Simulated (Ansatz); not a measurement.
The relaxed structure here is a generated cell of TiC: the first start was made by placing the elements on the sites of a structure type, and the end was not matched to a known phase here, so it may be hypothetical. Known forms of TiC include space group No. 225.

A relaxed cell of TiC (P4/nmm (No. 129)), relaxed on a k-mesh at least as fine as the one used below. The numbers are results of r2SCAN (plane waves to 500 eV, PAW, scalar-relativistic; Ansatz, a quantum-chemistry and plane-wave program), not measurements. Γ-centred k-mesh 8×8×12 on the run's cell (coarser than for final values), Fermi–Dirac smearing 0.05 eV.

```yaml
crystal:
  lattice:
    - [8.01518, 0.00000, 0.00000]
    - [4.00759, 4.00759, 0.00000]
    - [0.00000, 0.00000, 2.68531]
  atoms:
    - { symbol: Ti, position: [0.00000, 0.00000, 0.00000] }
    - { symbol: Ti, position: [0.50000, 0.00000, 0.00000] }
    - { symbol: Ti, position: [0.00000, 0.50000, 0.00000] }
    - { symbol: Ti, position: [0.50000, 0.50000, 0.00000] }
    - { symbol: C, position: [0.75000, 0.50000, 0.73056] }
    - { symbol: C, position: [0.25000, 0.50000, 0.73056] }
    - { symbol: C, position: [0.25000, 0.00000, 0.26944] }
    - { symbol: C, position: [0.75000, 0.00000, 0.26944] }
```

The atoms are displaced along an unstable phonon of this cell by (Å):

```tsv
atom	ux	uy	uz
Ti1	0.000	0.000	-0.031
Ti2	0.000	0.000	0.031
Ti3	0.000	0.000	-0.150
Ti4	0.000	0.000	0.150
C5	-0.085	0.018	0.000
C6	0.085	-0.018	0.000
C7	-0.018	0.085	0.000
C8	0.018	-0.085	0.000
```

Question: What forces (eV/Å) and pressure result?

Answer: 
| atom | Fx | Fy | Fz |
|---|---|---|---|
| Ti1 | 0.00 | 0.00 | -0.14 |
| Ti2 | 0.00 | 0.00 | 0.14 |
| Ti3 | 0.00 | 0.00 | -0.66 |
| Ti4 | 0.00 | 0.00 | 0.66 |
| C5 | -0.08 | 0.02 | 0.10 |
| C6 | 0.08 | -0.02 | 0.10 |
| C7 | -0.02 | 0.08 | -0.10 |
| C8 | 0.02 | -0.08 | -0.10 |

Pressure -0.2 GPa.

The undisplaced cell is probably no minimum: from this displacement the run went on to P6₃/mmc (No. 194), 0.50 eV/atom below it.

No spin polarisation in the result.
